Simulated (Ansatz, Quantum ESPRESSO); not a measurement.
Given: the input of a run of Ansatz 0.2.0 on Sn3Te. The cell comes from a database or a generator and needn't be the stable form of this composition.

The input input.yaml:

```yaml
crystal:
  lattice:
    - [4.865622, 0.0, 0.0]
    - [0.0, 4.865622, 0.0]
    - [0.0, 0.0, 4.865622]
  atoms:
    - { symbol: Te, position: [0.0, 0.0, 0.0] }
    - { symbol: Sn, position: [0.0, 0.5, 0.5] }
    - { symbol: Sn, position: [0.5, 0.0, 0.5] }
    - { symbol: Sn, position: [0.5, 0.5, 0.0] }
hamiltonian:
  xc: pbesol
  pseudopotentials: { kind: paw }
kpoints:
  mp_grid: { grid: [6, 6, 6] }
scf:
  occupations: { method: fermi_dirac, width: 0.05 }
output:
  forces: true
  stress: true
  eigenvalues: true
```

Potentials or basis: Ansatz PAW.

Command:

```console
$ ansatz run input.yaml --threads 1 --pin off --max-ram 3584MiB --backend cpu --events-out ev --progress --plain --runs-dir out
```

Q: Translate it to Quantum ESPRESSO 7.5. Potentials or basis there: GBRV 1.5 PBEsol, cutoff 925 eV.

A: As run (cutoffs and basis follow the program's own potentials, and thresholds, step limits or extra output files can differ):

Contents of pw.in:

```
&CONTROL
  calculation = 'scf'
  prefix = 'pwscf'
  outdir = './tmp'
  pseudo_dir = './pseudo'
  tprnfor = .true.
  tstress = .true.
  disk_io = 'low'
/
&SYSTEM
  ibrav = 0
  nat = 4
  ntyp = 2
  ecutwfc = 68
  ecutrho = 544
  nbnd = 33
  occupations = 'smearing'
  smearing = 'fd'
  degauss = 0.00367493
/
&ELECTRONS
  conv_thr = 8d-10
  electron_maxstep = 120
  mixing_beta = 0.5
/
ATOMIC_SPECIES
Te   127.6000 te_pbesol_v1.uspp.F.UPF
Sn   118.7100 sn_pbesol_v1.4.uspp.F.UPF
CELL_PARAMETERS angstrom
   4.8656220000    0.0000000000    0.0000000000
   0.0000000000    4.8656220000    0.0000000000
   0.0000000000    0.0000000000    4.8656220000
ATOMIC_POSITIONS crystal
Te     0.0000000000    0.0000000000    0.0000000000
Sn     0.0000000000    0.5000000000    0.5000000000
Sn     0.5000000000    0.0000000000    0.5000000000
Sn     0.5000000000    0.5000000000    0.0000000000
K_POINTS automatic
6 6 6 0 0 0
```

Contents of pp_density.in:

```
&INPUTPP
  prefix = 'pwscf'
  outdir = './tmp'
  filplot = 'density.dat'
  plot_num = 0
/
&PLOT
  nfile = 1
  filepp(1) = 'density.dat'
  iflag = 3
  output_format = 6
  fileout = 'density.cube'
/
```

pp_potential.in

```
&INPUTPP
  prefix = 'pwscf'
  outdir = './tmp'
  filplot = 'potential.dat'
  plot_num = 11
/
&PLOT
  nfile = 1
  filepp(1) = 'potential.dat'
  iflag = 3
  output_format = 6
  fileout = 'potential.cube'
/
```

Potentials or basis: GBRV 1.5 PBEsol.

The run is started by

```bash
$ OMP_NUM_THREADS=1 mpirun -n 2 pw.x -nk 2 -in pw.in > pw.out
$ OMP_NUM_THREADS=1 mpirun -n 1 pp.x -in pp_density.in > pp_density.out
$ OMP_NUM_THREADS=1 mpirun -n 1 pp.x -in pp_potential.in > pp_potential.out
```

Both were run:

|  | Ansatz | Quantum ESPRESSO |
| --- | --- | --- |
| Pressure | -2.4 GPa | -2.6 GPa |

Ansatz's pressure holds a Pulay term of +0.03 GPa for its cutoff of 420 eV, which the other run lacks.

The potentials hold 58 and 48 valence electrons a cell.

Ansatz's potentials were made for PBE.

Where Ansatz's input types no cutoff or centring, it takes its own default and a Γ-centred mesh.

Pressure is positive in compression.
